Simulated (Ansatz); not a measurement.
Stackings of close-packed layers of W (one atom a layer), each relaxed to a stress under 0.05 GPa; h and k mark layers whose two neighbours have the same or different letters; energies count from the stacking AB (P6_3/mmc).

All numbers below come from Ansatz, DFT r2SCAN, scalar-relativistic, plane waves, PAW.

Cutoff 500 eV, Gaussian smearing of 0.10 eV, energies at zero smearing, symmetry of each start kept, no spin polarisation.

```csv
start,atoms,k mesh,excess energy (meV/atom),excess energy on a denser mesh (meV/atom),spacing of like layers (Å),a (Å),denser mesh
ABC (kkk),3,18×18×7,-39.1,-37.3,2.443,2.773,30×30×14
ABAC (khkh),4,18×18×5,-22.7,-21.2,2.458,2.764,30×30×10
ABCACB (hkkhkk),6,18×18×4,-29.4,-28.4,2.453,2.767,30×30×8
```

Zero in every row: gap on the mesh (eV).

Spin-orbit coupling is left out, which matters for the bands of heavy elements.

Small energy differences in metals hang on the k mesh (about 10 mJ/m² or 1 to 2 meV/atom on the mesh of the relaxation).

The reference crystal is a form of W, which isn't its usual structure.

Cost: 3 runs of about 14 core-minutes in all, on Arm Neoverse V1 (shared hosts).